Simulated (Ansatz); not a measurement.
Relaxation of a relaxed Co cell shaken by Gaussian noise of σ = 0.08 Å a coordinate; 8 atoms in the cell, which starts as P1 (No. 1), aP8; a = 4.465 Å, b = 4.465 Å, c = 4.465 Å, α = 90.00°, β = 90.00°, γ = 90.00°. All values below come from PBE (plane waves to 420 eV, PAW, scalar-relativistic; Ansatz, a quantum-chemistry and plane-wave program). Γ-centred k-mesh 7×7×7 on the run's cell (coarser than for final values), Fermi–Dirac smearing 0.05 eV. This is the first round of the run. Spin-polarised start, with parallel moments on Co.

The optimiser's lines from the output (shortened; P is positive under compression):

```
relax step   1: F+E_penalty+E_count = -41007.89686090 eV  Δ(F+E_penalty+E_count) = +0.000e0 eV  max|allowed force component| = 3.160e0 eV/Å  Δτ_max = 0.0000 Å  P = +4.084 GPa  Ω = 89.044 Å³  (17 SCF iters, dr2 threshold 1.00e-7 eV, accepted)
relax step   2: F+E_penalty+E_count = -41008.23525818 eV  Δ(F+E_penalty+E_count) = -3.384e-1 eV  max|allowed force component| = 1.963e0 eV/Å  Δτ_max = 0.0640 Å  P = +2.006 GPa  Ω = 89.017 Å³  (14 SCF iters, dr2 threshold 8.00e-7 eV, accepted)
relax step   3: F+E_penalty+E_count = -41008.53161992 eV  Δ(F+E_penalty+E_count) = -2.964e-1 eV  max|allowed force component| = 6.228e-2 eV/Å  Δτ_max = 0.1683 Å  P = +0.131 GPa  Ω = 88.932 Å³  (13 SCF iters, dr2 threshold 8.00e-7 eV, accepted)
relax step   4: F+E_penalty+E_count = -41008.53589085 eV  Δ(F+E_penalty+E_count) = -4.271e-3 eV  max|allowed force component| = 2.234e-2 eV/Å  Δτ_max = 0.0080 Å  P = -0.022 GPa  Ω = 88.988 Å³  (10 SCF iters, dr2 threshold 8.00e-7 eV, accepted)
relax step   5: F+E_penalty+E_count = -41008.53647285 eV  Δ(F+E_penalty+E_count) = -5.820e-4 eV  max|allowed force component| = 7.174e-4 eV/Å  Δτ_max = 0.0058 Å  P = +0.001 GPa  Ω = 88.977 Å³  (11 SCF iters, dr2 threshold 3.00e-7 eV, accepted)
relax step   6: F+E_penalty+E_count = -41008.53645022 eV  Δ(F+E_penalty+E_count) = +2.264e-5 eV  max|allowed force component| = 7.162e-4 eV/Å  Δτ_max = 0.0000 Å  P = -0.006 GPa  Ω = 88.977 Å³  stress off target by 1.32e-2 GPa  SCF on the basis re-selected at this cell (its energy is not comparable with the rows above)  (8 SCF iters)
```

From the first to the last row the energy changes by -0.08 eV/atom and the volume by -0.1 %. The last row is marked as not comparable with the walk above it, whose basis was carried along; it does compare with step 1, since both stand on a basis selected at the nominal cutoff for their own cell.

Later rounds, restarted from the end of this one on a renewed k-mesh, logged 4 more steps and released under 0.01 eV/atom more. The final structure after all rounds: Pm-3n (No. 223), cP8; a = b = c = 4.4655 Å, α = β = γ = 90.00°. Spin state reached: ferromagnetic (net 1.70 μB/atom), from parallel starting moments; other spin orders were not run from this start.

The relaxed structure here is a generated cell of Co: the first start was made by placing the elements on the sites of a structure type, and the end was not matched to a known phase here, so it may be hypothetical. Known forms of Co include space group No. 194.
